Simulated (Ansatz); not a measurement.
Geometry optimisation in Ansatz: input, command and trajectory.

```yaml
crystal:
  lattice:
    - [2.5221, 0.0, 0.0]
    - [-1.26105, 2.1842026709, 0.0]
    - [0.0, 0.0, 16.4743]
  atoms:
    - { symbol: C, position: [0.0, 0.0, 0.04688] }
    - { symbol: C, position: [0.0, 0.0, 0.54688] }
    - { symbol: C, position: [0.0, 0.0, 0.45312] }
    - { symbol: C, position: [0.0, 0.0, 0.95312] }
    - { symbol: C, position: [0.3333333333, 0.6666666667, 0.07813] }
    - { symbol: C, position: [0.6666666667, 0.3333333333, 0.57813] }
    - { symbol: C, position: [0.3333333333, 0.6666666667, 0.42187] }
    - { symbol: C, position: [0.6666666667, 0.3333333333, 0.92187] }
    - { symbol: C, position: [0.3333333333, 0.6666666667, 0.17188] }
    - { symbol: C, position: [0.6666666667, 0.3333333333, 0.67188] }
    - { symbol: C, position: [0.3333333333, 0.6666666667, 0.32812] }
    - { symbol: C, position: [0.6666666667, 0.3333333333, 0.82812] }
    - { symbol: C, position: [0.3333333333, 0.6666666667, 0.79688] }
    - { symbol: C, position: [0.6666666667, 0.3333333333, 0.29688] }
    - { symbol: C, position: [0.3333333333, 0.6666666667, 0.70312] }
    - { symbol: C, position: [0.6666666667, 0.3333333333, 0.20312] }
basis:
  ecutwfc: 500
kpoints:
  mp_grid: { grid: [12, 12, 2] }
hamiltonian:
  xc: r2scan
scf:
  occupations: { method: gaussian, width: 0.02 }
output:
  forces: true
  stress: true
  eigenvalues: true
relax:
  adjacent_minimum: "off"
  f_tol: 0.01
  max_steps: 40
```

```bash
ansatz run input.yaml --threads 4 --pin off --max-ram 10240MiB --backend cpu --events-out ev --progress --plain --runs-dir out
```

Method: DFT r2SCAN, scalar-relativistic, plane waves, PAW (Ansatz 0.2.0).

Of 5 frames 4 are shown, positions in Å and forces in eV/Å; the SCF threshold varies from step to step.

```xyz
16
Lattice="2.5221 0.0000 0.0000 -1.2611 2.1842 0.0000 0.0000 0.0000 16.4743" Properties=species:S:1:pos:R:3:forces:R:3 pbc="T T T" step=1 free_energy_over_end_meV_per_atom=0.86
C     0.0000    0.0000    0.7723    0.0000    0.0000   -0.0117
C     0.0000    0.0000    9.0095    0.0000    0.0000   -0.0117
C     0.0000    0.0000    7.4648    0.0000    0.0000    0.0117
C     0.0000    0.0000   15.7020    0.0000    0.0000    0.0117
C     0.0000    1.4561    1.2871    0.0000    0.0000    0.0188
C     1.2611    0.7281    9.5243    0.0000    0.0000    0.0188
C     0.0000    1.4561    6.9500    0.0000    0.0000   -0.0188
C     1.2611    0.7281   15.1872    0.0000    0.0000   -0.0188
C     0.0000    1.4561    2.8316    0.0000    0.0000   -0.3422
C     1.2611    0.7281   11.0688    0.0000    0.0000   -0.3422
C     0.0000    1.4561    5.4055    0.0000    0.0000    0.3422
C     1.2611    0.7281   13.6427    0.0000    0.0000    0.3422
C     0.0000    1.4561   13.1280    0.0000    0.0000    0.3363
C     1.2611    0.7281    4.8909    0.0000    0.0000    0.3363
C     0.0000    1.4561   11.5834    0.0000    0.0000   -0.3363
C     1.2611    0.7281    3.3463    0.0000    0.0000   -0.3363
16
Lattice="2.5221 0.0000 0.0000 -1.2611 2.1842 0.0000 0.0000 0.0000 16.4743" Properties=species:S:1:pos:R:3:forces:R:3 pbc="T T T" step=2 free_energy_over_end_meV_per_atom=0.13
C     0.0000    0.0000    0.7706    0.0000    0.0000   -0.0748
C     0.0000    0.0000    9.0077    0.0000    0.0000   -0.0748
C     0.0000    0.0000    7.4666    0.0000    0.0000    0.0748
C     0.0000    0.0000   15.7037    0.0000    0.0000    0.0748
C     0.0000    1.4561    1.2816    0.0000    0.0000    0.1142
C     1.2611    0.7281    9.5187    0.0000    0.0000    0.1142
C     0.0000    1.4561    6.9556    0.0000    0.0000   -0.1142
C     1.2611    0.7281   15.1927    0.0000    0.0000   -0.1142
C     0.0000    1.4561    2.8221    0.0000    0.0000   -0.0232
C     1.2611    0.7281   11.0593    0.0000    0.0000   -0.0232
C     0.0000    1.4561    5.4150    0.0000    0.0000    0.0232
C     1.2611    0.7281   13.6522    0.0000    0.0000    0.0232
C     0.0000    1.4561   13.1335    0.0000    0.0000    0.2068
C     1.2611    0.7281    4.8964    0.0000    0.0000    0.2068
C     0.0000    1.4561   11.5779    0.0000    0.0000   -0.2068
C     1.2611    0.7281    3.3408    0.0000    0.0000   -0.2068
16
Lattice="2.5221 0.0000 0.0000 -1.2611 2.1842 0.0000 0.0000 0.0000 16.4743" Properties=species:S:1:pos:R:3:forces:R:3 pbc="T T T" step=3 free_energy_over_end_meV_per_atom=0.01
C     0.0000    0.0000    0.7700    0.0000    0.0000   -0.0365
C     0.0000    0.0000    9.0071    0.0000    0.0000   -0.0365
C     0.0000    0.0000    7.4672    0.0000    0.0000    0.0365
C     0.0000    0.0000   15.7043    0.0000    0.0000    0.0365
C     0.0000    1.4561    1.2822    0.0000    0.0000    0.0296
C     1.2611    0.7281    9.5194    0.0000    0.0000    0.0296
C     0.0000    1.4561    6.9549    0.0000    0.0000   -0.0296
C     1.2611    0.7281   15.1921    0.0000    0.0000   -0.0296
C     0.0000    1.4561    2.8203    0.0000    0.0000    0.0185
C     1.2611    0.7281   11.0575    0.0000    0.0000    0.0185
C     0.0000    1.4561    5.4168    0.0000    0.0000   -0.0185
C     1.2611    0.7281   13.6540    0.0000    0.0000   -0.0185
C     0.0000    1.4561   13.1365    0.0000    0.0000    0.0561
C     1.2611    0.7281    4.8994    0.0000    0.0000    0.0561
C     0.0000    1.4561   11.5749    0.0000    0.0000   -0.0561
C     1.2611    0.7281    3.3378    0.0000    0.0000   -0.0561
16
Lattice="2.5221 0.0000 0.0000 -1.2611 2.1842 0.0000 0.0000 0.0000 16.4743" Properties=species:S:1:pos:R:3:forces:R:3 pbc="T T T" step=5 free_energy_over_end_meV_per_atom=0.00
C     0.0000    0.0000    0.7696    0.0000    0.0000   -0.0048
C     0.0000    0.0000    9.0067    0.0000    0.0000   -0.0048
C     0.0000    0.0000    7.4676    0.0000    0.0000    0.0048
C     0.0000    0.0000   15.7047    0.0000    0.0000    0.0048
C     0.0000    1.4561    1.2825    0.0000    0.0000   -0.0017
C     1.2611    0.7281    9.5197    0.0000    0.0000   -0.0017
C     0.0000    1.4561    6.9546    0.0000    0.0000    0.0017
C     1.2611    0.7281   15.1918    0.0000    0.0000    0.0017
C     0.0000    1.4561    2.8203    0.0000    0.0000    0.0049
C     1.2611    0.7281   11.0574    0.0000    0.0000    0.0049
C     0.0000    1.4561    5.4169    0.0000    0.0000   -0.0049
C     1.2611    0.7281   13.6540    0.0000    0.0000   -0.0049
C     0.0000    1.4561   13.1374    0.0000    0.0000    0.0026
C     1.2611    0.7281    4.9003    0.0000    0.0000    0.0026
C     0.0000    1.4561   11.5740    0.0000    0.0000   -0.0026
C     1.2611    0.7281    3.3369    0.0000    0.0000   -0.0026
```

It took 28 s on 4 threads of Arm Neoverse V1, on a shared host, peak memory 0.69 GiB.